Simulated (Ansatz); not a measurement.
Geometry optimisation in Ansatz: input, command and trajectory.

```yaml
crystal:
  lattice:
    - [-2.2138102, 2.2138102, 4.95485049]
    - [2.2138102, -2.2138102, 4.95485049]
    - [2.2138102, 2.2138102, -4.95485049]
  atoms:
    - { symbol: Sr, position: [0.99907189, 0.99907189, 0.0] }
    - { symbol: Si, position: [0.3785386, 0.3785386, 0.0] }
    - { symbol: Si, position: [0.25582734, 0.75582734, 0.5] }
    - { symbol: Si, position: [0.75582734, 0.25582734, 0.5] }
    - { symbol: Au, position: [0.63323584, 0.63323584, 0.0] }
basis:
  ecutwfc: 420
kpoints:
  mp_grid: { grid: [12, 12, 12] }
hamiltonian:
  xc: pbesol
scf:
  occupations: { method: gaussian, width: 0.1 }
output:
  forces: true
  stress: true
  eigenvalues: true
  write_density: true
  write_potential: true
  elf: true
  volumetric_format: npy
relax:
  adjacent_minimum: "off"
  f_tol: 0.005
  max_steps: 80
  cell: { stress_tol: 0.05 }
```

```bash
ansatz run input.yaml --threads 2 --pin off --max-ram 5120MiB --backend cpu --events-out ev --progress --plain --runs-dir out
```

These are results of Ansatz 0.2.0, DFT PBEsol, scalar-relativistic, plane waves, PAW, not measurements.

Of 5 frames 4 are shown, positions in Å and forces in eV/Å; the SCF threshold varies from step to step. Steps run on the plane waves of an earlier cell, with a Pulay correction in the pressure. The basis is chosen afresh for the last frame, the zero of the energies, and at times for earlier ones too; energy and pressure can step there, also at an unchanged geometry. Where two frames share a geometry here, they differ by under 2 meV/atom and 0.3 GPa.

```xyz
5
Lattice="-2.2138 2.2138 4.9549 2.2138 -2.2138 4.9549 2.2138 2.2138 -4.9549" Properties=species:S:1:pos:R:3:forces:R:3 pbc="T T T" step=1 free_energy_over_end_meV_per_atom=2.49 pressure_GPa=-1.81
Sr    0.0000    0.0000    9.9005    0.0000    0.0000   -0.0369
Si    0.0000    0.0000    3.7512    0.0000    0.0000    0.0243
Si    2.2138    0.0000    2.5352    0.0000    0.0000    0.0129
Si    0.0000    2.2138    2.5352    0.0000    0.0000    0.0129
Au    0.0000    0.0000    6.2752    0.0000    0.0000   -0.0132
5
Lattice="-2.2000 2.2000 4.9062 2.2000 -2.2000 4.9062 2.2000 2.2000 -4.9062" Properties=species:S:1:pos:R:3:forces:R:3 pbc="T T T" step=2 free_energy_over_end_meV_per_atom=-0.03 pressure_GPa=0.14
Sr    0.0000    0.0000    9.7962    0.0000    0.0000   -0.0065
Si    0.0000    0.0000    3.7200    0.0000    0.0000   -0.0237
Si    2.2000    0.0000    2.5121    0.0000    0.0000    0.0190
Si    0.0000    2.2000    2.5121    0.0000    0.0000    0.0190
Au    0.0000    0.0000    6.2114    0.0000    0.0000   -0.0078
5
Lattice="-2.2025 2.2025 4.9028 2.2025 -2.2025 4.9028 2.2025 2.2025 -4.9028" Properties=species:S:1:pos:R:3:forces:R:3 pbc="T T T" step=3 free_energy_over_end_meV_per_atom=-0.06 pressure_GPa=-0.01
Sr    0.0000    0.0000    9.7882    0.0000    0.0000    0.0113
Si    0.0000    0.0000    3.7150    0.0000    0.0000   -0.0037
Si    2.2025    0.0000    2.5118    0.0000    0.0000   -0.0040
Si    0.0000    2.2025    2.5118    0.0000    0.0000   -0.0040
Au    0.0000    0.0000    6.2080    0.0000    0.0000    0.0004
5
Lattice="-2.2027 2.2027 4.9022 2.2027 -2.2027 4.9022 2.2027 2.2027 -4.9022" Properties=species:S:1:pos:R:3:forces:R:3 pbc="T T T" step=5 free_energy_over_end_meV_per_atom=0.00 pressure_GPa=-0.01
Sr    0.0000    0.0000    9.7888    0.0000    0.0000    0.0006
Si    0.0000    0.0000    3.7137    0.0000    0.0000   -0.0028
Si    2.2027    0.0000    2.5110    0.0000    0.0000    0.0009
Si    0.0000    2.2027    2.5110    0.0000    0.0000    0.0009
Au    0.0000    0.0000    6.2068    0.0000    0.0000    0.0004
```

The run took 84 s on 2 threads of Intel(R) Xeon(R) Platinum 8488C (Sapphire Rapids) (shared host), peak memory 0.71 GiB.

Spin–orbit coupling is left out, which can shift energies with elements as heavy as these.